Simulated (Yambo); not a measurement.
Yambo run on Sr$_{2}$H$_{3}$I (space group P-3m1, No. 164). The wavefunctions come from this Quantum ESPRESSO step (PBEsol, PseudoDojo standard norm-conserving files, fully relativistic):

```
&CONTROL
  calculation = 'nscf'
  pseudo_dir = './pseudo'
  outdir = './out'
/
&SYSTEM
  ibrav = 0
  nat = 6
  ntyp = 3
  ecutwfc = 72.0
  ecutrho = 288.0
  occupations = 'fixed'
  force_symmorphic = .true.
  nbnd = 335
  noncolin = .true.
  lspinorb = .true.
/
&ELECTRONS
  conv_thr = 6.000000000000001e-09
  diago_full_acc = .true.
  diago_thr_init = 1e-08
/
ATOMIC_SPECIES
H 1.0080 H.upf
Sr 87.6200 Sr.upf
I 126.9045 I.upf
CELL_PARAMETERS angstrom
  4.242730017000   0.000000000000   0.000000000000
 -2.121365008000   3.674311976000   0.000000000000
  0.000000000000   0.000000000000   7.682750000000
ATOMIC_POSITIONS crystal
H   0.000000000000   0.000000000000   0.500000000000
H   0.666666667000   0.333333333000   0.357250000000
H   0.333333333000   0.666666667000   0.642750000000
Sr   0.666666667000   0.333333333000   0.678660000000
Sr   0.333333333000   0.666666667000   0.321340000000
I   0.000000000000   0.000000000000   0.000000000000
K_POINTS automatic
3 3 2 0 0 0
```

Yambo input:

```
rim_cut
gw0
dyson
el_el_corr
HF_and_locXC
ppa
em1d
RandQpts= 1000000
RandGvec= 1 Ry
EXXRLvcs= 72 Ry
VXCRLvcs= 288 Ry
Chimod= "HARTREE"
% BndsRnXp
 1 | 334 |
%
NGsBlkXp= 7 Ry
% LongDrXp
 1.0 | 1.0 | 1.0 |
%
PPAPntXp= 27.2114 eV
% GbndRnge
 1 | 334 |
%
GTermKind= "BG"
DysSolver= "n"
ExtendOut
% QPkrange
 1 | 1 | 30 | 31 |
 2 | 2 | 28 | 32 |
 5 | 5 | 30 | 31 |
 6 | 6 | 30 | 31 |
%
```

k points by index: 1 = Γ, 2 = A, 5 = K, 6 = H.

Resulting energies as the program prints them:

```
#    K-point    Band    Eo [eV]    E [eV]    E-Eo [eV]    Vxc [eV]    Vnlxc [eV]    Sc|Eo [eV]    Sc|E [eV]    dSc/dw|Eo [eV]    Re(Z)    Im(Z)
#
    1    30    -0.109799    -1.146189    -1.036391    -10.78922    -13.36741    1.275016    1.541798    -7.003907    0.795296    -0.001501
    1    31    2.677739    3.262187    0.584448    -8.831352    -4.342699    -3.784290    -3.904205    -5.582982    0.829758    -0.156938E-3
    2    28    -2.123384    -3.228263    -1.104879    -11.24005    -13.99731    1.393196    1.652380    -6.382622    0.810004    -0.001494
    2    29    -0.48337E-13    -1.054945    -1.054945    -10.99744    -13.64800    1.322697    1.595621    -7.039150    0.794478    -0.001499
    2    30    0.000000    -1.054945    -1.054945    -10.99744    -13.64800    1.322697    1.595621    -7.039150    0.794478    -0.001499
    2    31    2.449052    2.967988    0.518936    -8.350038    -4.010076    -3.717848    -3.821025    -5.409162    0.834178    -0.001060
    2    32    2.449052    2.967988    0.518936    -8.350038    -4.010076    -3.717848    -3.821025    -5.409162    0.834178    -0.001060
    5    30    -2.604192    -3.786640    -1.182448    -11.05552    -14.55450    2.005482    2.316528    -7.146809    0.791858    -0.010258
    5    31    1.989664    2.616442    0.626777    -9.034437    -4.511326    -3.765716    -3.896334    -5.669988    0.827561    -0.838066E-3
    6    30    -2.628198    -3.741382    -1.113184    -10.27257    -13.57082    1.872873    2.185065    -7.617772    0.781127    -0.010994
    6    31    2.875513    3.555062    0.679549    -9.389300    -4.634226    -3.930525    -4.075524    -5.802232    0.824228    -0.004031
```
(The two width columns are left out.) Convergence of these settings isn't established.

Geometry of the Materials Project entry, not relaxed at this level.

The structure is a Materials Project entry; no match was found in the copy of COD used, and its stability was not checked.
